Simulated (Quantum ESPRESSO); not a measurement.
```
CELL_PARAMETERS angstrom
      0.00000     4.06956     3.94868
      4.06956     0.00000     3.94868
      4.06956     4.06956     0.00000
ATOMIC_POSITIONS crystal
  Sr 0.25000 0.25000 0.25000
  Sr 0.75000 0.75000 0.75000
  Ti 0.50000 0.50000 0.50000
  Sn 0.00000 0.00000 0.00000
  O  0.74451 0.25549 0.25549
  O  0.25549 0.74451 0.74451
  O  0.25549 0.74451 0.25549
  O  0.74451 0.25549 0.74451
  O  0.25634 0.25634 0.74366
  O  0.74366 0.74366 0.25634
```
The cell was made here from a computed Materials Project entry: strained by -2 % along the cube axis and by +1 % across it, atoms relaxed (PBE without dispersion, pw.x of a modified build of Quantum ESPRESSO, symmetry kept). The parent is Sr2TiSnO6 in Fm-3m; whether this form has been observed was not checked. Stability against distortions was not tested. The run has no spin polarisation.

A lattice sum over point charges, one formal value an element (Sr +2, Ti +4, Sn +4, O -2), with no Sternheimer factor, costs far less than a self-consistent run. Taken along the main axis of each site's self-consistent tensor, it gives:

```json
[
 {"site": "Sr (atoms 1, 2)", "V along that axis, point charges (a.u.)": "0.000"},
 {"site": "Ti (atom 3)", "V along that axis, point charges (a.u.)": "-0.016"},
 {"site": "Sn (atom 4)", "V along that axis, point charges (a.u.)": "-0.011"},
 {"site": "O1 (atoms 5, 6, 7, 8)", "V along that axis, point charges (a.u.)": "0.184"},
 {"site": "O2 (atoms 9, 10)", "V along that axis, point charges (a.u.)": "0.217"}
]
```

Problem. How do the values of the PAW reconstruction of the field gradient on a scalar-relativistic PBE ground state (Quantum ESPRESSO, JTH datasets) compare?

Solution. 
```
site  Vzz, PAW (a.u.)  PAW over point charges
----  ---------------  ----------------------
Sr             -0.038                       –
Ti             -0.336                      21
Sn             -0.458                      41
O1              0.610                     3.3
O2              0.564                     2.6
```
  Cores are frozen. Against all-electron runs on small test molecules, this scheme's |Vzz| missed by −2 to +6 % on O. Sr, Ti, Sn had no test against all-electron runs. Spin–orbit coupling is left out, a limit on Sn.
